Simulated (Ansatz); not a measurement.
### Question
Each is relaxed and computed with DFT-r²SCAN in the program Ansatz with PAW potentials. Which is the only metal?
A. BaAlGeH, P3m1 (Ba on 1b, Al on 1a, Ge on 1c, H on 1a)
B. In2Ge2O7, C2/m (Pearson symbol mS22)
C. SiGe, wurtzite
D. Ge2Mo, MoSi2 or CaC2 type

### Answer
D, Ge2Mo, MoSi2 or CaC2 type. Ge2Mo: metal; BaAlGeH: gap 1.02 eV (indirect); SiGe: gap 0.66 eV (indirect); In2Ge2O7: gap 2.75 eV (direct). Standing as an ambient phase not checked: Ge2Mo, MoSi2 or CaC2 type; BaAlGeH, P3m1 (Ba on 1b, Al on 1a, Ge on 1c, H on 1a); SiGe, wurtzite; In2Ge2O7, C2/m (Pearson symbol mS22). All cells were relaxed under the symmetry of their starts (and spin orders); stability against distortions was not tested throughout. Rows with no word on spin ran without spin polarisation. Spin–orbit coupling is left out wherever it is not named.

Potentials: the later of the program's two PAW sets.
